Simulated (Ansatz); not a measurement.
## NaAg: zone-centre modes

These are results of DFT PBE, scalar-relativistic, plane waves, PAW in Ansatz 0.2.0, not measurements. Cutoff 420 eV, 15×15×8 k-points (Γ-centred), Fermi-Dirac smearing of 0.15 eV. No spin polarisation. Phonons by linear response, acoustic sum rule imposed.

The cell, relaxed at this level:
```
CELL_PARAMETERS angstrom
3.10659 0.00000 0.00000
-1.55329 2.69038 0.00000
0.00000 0.00000 5.14311
ATOMIC_POSITIONS crystal
Na 0.33333 0.66667 0.50000
Ag 0.00000 0.00000 0.00000
```

The cell was built by swapping an element in a database structure (itself possibly hypothetical) and relaxing; it need not be the stable form of this composition. In a metal, frequencies and elastic constants depend on the k mesh and the smearing, soft modes and shear constants most.

Question: Is this structure stable against zone-centre distortions?

Answer: Yes, at Γ: no optical mode is imaginary. Strains and other wave vectors aren't tested by this run.

Question: List the optical modes at Γ (i marks imaginary ones).

Answer:
| frequency (THz) | degeneracy |
| --- | --- |
| 2.24 | 2 |
| 5.07 | 1 |